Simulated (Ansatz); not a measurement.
Molecular dynamics on a 2×2×2 supercell (16 atoms) of CdS (zincblende), relaxed with r2SCAN. Forces come from PBE in Ansatz 0.2.0: a Langevin thermostat at fixed volume, 300 K, steps of 1.5 fs. Computed, non-magnetic; the trajectory is short and the cell small, so nothing here is a converged average.

```yaml
crystal:
  lattice:
    - [0.0, 5.87842968, 5.87842968]
    - [5.87842968, 0.0, 5.87842968]
    - [5.87842968, 5.87842968, 0.0]
  atoms:
    - { symbol: Cd, position: [0.0, 0.0, 0.0] }
    - { symbol: S, position: [0.125, 0.125, 0.125] }
    - { symbol: Cd, position: [0.0, 0.0, 0.5] }
    - { symbol: S, position: [0.125, 0.125, 0.625] }
    - { symbol: Cd, position: [0.0, 0.5, 0.0] }
    - { symbol: S, position: [0.125, 0.625, 0.125] }
    - { symbol: Cd, position: [0.0, 0.5, 0.5] }
    - { symbol: S, position: [0.125, 0.625, 0.625] }
    - { symbol: Cd, position: [0.5, 0.0, 0.0] }
    - { symbol: S, position: [0.625, 0.125, 0.125] }
    - { symbol: Cd, position: [0.5, 0.0, 0.5] }
    - { symbol: S, position: [0.625, 0.125, 0.625] }
    - { symbol: Cd, position: [0.5, 0.5, 0.0] }
    - { symbol: S, position: [0.625, 0.625, 0.125] }
    - { symbol: Cd, position: [0.5, 0.5, 0.5] }
    - { symbol: S, position: [0.625, 0.625, 0.625] }
kpoints:
  mp_grid: { grid: [2, 2, 2] }
hamiltonian:
  xc: pbe
scf:
  occupations: { method: fermi_dirac, width: 0.026 }
md:
  ensemble: nvt_langevin
  temperature: 300
  timestep: 1.5
  n_steps: 20
  initial_velocities: maxwell_boltzmann
  seed: 3522
```

Run as `ansatz run input.yaml --threads 4 --pin off --max-ram 3686MiB --backend cpu --events-out ev --progress --plain --runs-dir out`.

**Question.** How do temperature and energy develop?

**Answer.** The temperature starts at 281 K, is lowest at step 19 (167 K, 28.5 fs) and ends at 181 K. The thermostat hasn't had time to restore it. The atoms start on their lattice sites with kinetic energy alone, so much of it first passes into potential energy. By the last step the atoms have moved 0.08 Å in the root mean square, the drift of the whole cell taken out, 0.12 Å at most.
```csv
step,t (fs),T (K),free energy F from step 0 (meV/atom),kinetic energy (meV/atom),largest force (eV/Å)
0,0,281,0.0,36.4,0.00
1,1.5,309,0.1,40.0,0.07
2,3,293,0.4,37.9,0.15
3,4.5,271,0.9,35.0,0.23
4,6,248,1.6,32.1,0.30
5,7.5,253,2.3,32.7,0.37
6,9,266,3.2,34.4,0.43
7,10.5,242,4.1,31.3,0.49
8,12,210,5.2,27.1,0.54
9,13.5,209,6.2,27.0,0.58
10,15,197,7.3,25.5,0.62
11,16.5,179,8.3,23.1,0.65
12,18,189,9.4,24.4,0.68
13,19.5,187,10.4,24.1,0.70
14,21,189,11.4,24.5,0.72
15,22.5,187,12.5,24.2,0.73
16,24,170,13.4,22.0,0.72
17,25.5,170,14.2,21.9,0.71
18,27,177,15.0,22.8,0.74
19,28.5,167,15.8,21.5,0.76
20,30,181,16.5,23.4,0.79
```

Positions (Å) and forces (eV/Å) at step 20:
```
Cd  -0.003  -0.058   0.033     0.067  -0.043  -0.235
S    1.463   1.484   1.338     0.174  -0.069   0.767
Cd   2.990   3.013   0.030    -0.177  -0.209  -0.310
S    4.327   4.484   1.512     0.438  -0.256   0.052
Cd   2.902  -0.099   2.900     0.046   0.586  -0.020
S    4.431   1.442   4.460    -0.162  -0.196  -0.632
Cd   5.888   2.940   2.926    -0.630  -0.110   0.028
S    7.287   4.373   4.364     0.389   0.330   0.352
Cd  -0.034   2.963   2.935     0.382  -0.437  -0.078
S    1.483   4.368   4.378    -0.029   0.112   0.295
Cd   2.881   5.910   2.960    -0.091   0.369   0.135
S    4.418   7.384   4.408    -0.052  -0.169   0.097
Cd   2.996   2.921   5.869     0.021   0.221  -0.064
S    4.510   4.435   7.325    -0.746  -0.188   0.107
Cd   5.900   5.859   5.917     0.210   0.495  -0.494
S    7.326   7.447   7.321     0.160  -0.434   0.000
```
